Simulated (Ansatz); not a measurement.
# Te, hcp: geometry optimisation

Level of theory: DFT, BLYP, plane waves (420 eV) with PAW, scalar-relativistic (Ansatz). (PAW data from PBE, frozen cores regenerated.)

k-point mesh 11×11×6, Fermi-Dirac smearing 0.1 eV, no spin polarisation. Cell and atoms relax.

Starting structure:

```yaml
crystal:
  lattice:
    - [3.4420649897, 0.0, 0.0]
    - [-1.7210324948, 2.9809157225, 0.0]
    - [0.0, 0.0, 5.6208921281]
  atoms:
    - { symbol: Te, position: [0.3333333333, 0.6666666667, 0.25] }
    - { symbol: Te, position: [0.6666666667, 0.3333333333, 0.75] }
hamiltonian:
  xc: blyp
  pseudopotentials:
    kind: paw
    azcp:
      Te: "pseudopotentials/Te.paw.azcp"
basis:
  ecutwfc: 420
  fft_grid_basis: typed
kpoints:
  mp_grid: { grid: [11, 11, 6], shift: [0, 0, 0] }
magnetization:
  spin_polarized: false
scf:
  occupations: { method: fermi_dirac, width: 0.1 }
relax:
  max_steps: 60
  f_tol: 0.01
  cell: {}
```

Task: What cell does the relaxation end in?

Result: P6_3/mmc with a = 4.306 Å, c = 4.419 Å (c/a = 1.026); 35.47 Å³ per atom against 28.84 at the start (23.0 %).

The cell has left the hcp structure type; it ends in P6_3/mmc.

Task: How much energy does the relaxation gain?

Result: 381.7 meV per atom.
